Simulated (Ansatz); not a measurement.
MoS2 in space group P-6m2 (No. 187; Mo on 1a, S on 2h), r²SCAN+D4 in the plane-wave PAW code Ansatz, all energies at zero smearing, with the estimated change up to a 700 eV cutoff added, with one set of potentials and settings (totals compare only within such a set). Cell of 3 atoms (1 Mo, 2 S): -6782.551 eV.

```tsv
element	reference phase	E (eV/atom)
Mo	Im-3m, 1 atoms in the cell	-4967.7974
S	P2/c, 32 atoms in the cell	-905.9104
```

Formation energy per atom, worked out: (-6782.551 − 1×(-4967.7974) − 2×(-905.9104))/3 = -0.977 eV/atom (-94 kJ per mol of atoms), at 0 K, without zero-point energy or fitted corrections.

The first step of the workflow began from a Materials Project structure, measured or hypothetical; the Crystallography Open Database copy checked does not list it. It is not the phase usual at ambient conditions (space group No. 160, 194). The cell keeps a stress of up to 0.2 GPa. The cell was relaxed with r²SCAN+D4 under the symmetry of its start. At this level the phase is mechanically unstable. No spin polarisation was allowed. The references are the lowest solids computed at this level, not always the standard phases.

Potentials: the later of the program's two PAW sets.
